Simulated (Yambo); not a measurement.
Ag₂S (space group Cmc2_1, No. 36), G0W0@PBEsol in Yambo with this input:

```
rim_cut
gw0
dyson
el_el_corr
HF_and_locXC
ppa
em1d
RandQpts= 1000000
RandGvec= 1 Ry
EXXRLvcs= 82 Ry
VXCRLvcs= 328 Ry
Chimod= "HARTREE"
% BndsRnXp
 17 | 159 |
%
NGsBlkXp= 6 Ry
% LongDrXp
 1.0 | 1.0 | 1.0 |
%
PPAPntXp= 27.2114 eV
% GbndRnge
 1 | 159 |
%
GTermKind= "BG"
DysSolver= "n"
ExtendOut
```

On a 4×4×2 mesh, with wavefunctions cut at 82 Ry, the gap ((0, -0.5, 0) → Γ) is 2.060 eV and the valence edge shifts by -0.446 eV.

### Question
What happens with this change: no terminator?

### Answer
The gap falls by 0.089 eV, to 1.971 eV; the shift of the valence edge becomes -0.243 eV. Neither run is shown to be the converged limit.

Spin-orbit coupling is not included.

Geometry of the Materials Project entry, not relaxed at this level; primitive cell a = b = 4.2646 Å, c = 7.5894 Å, α = β = 90.00°, γ = 111.83°.

The structure is a Materials Project entry; no match was found in the copy of COD used, and its stability was not checked.

A shift is the quasiparticle energy of the state minus its PBEsol energy.
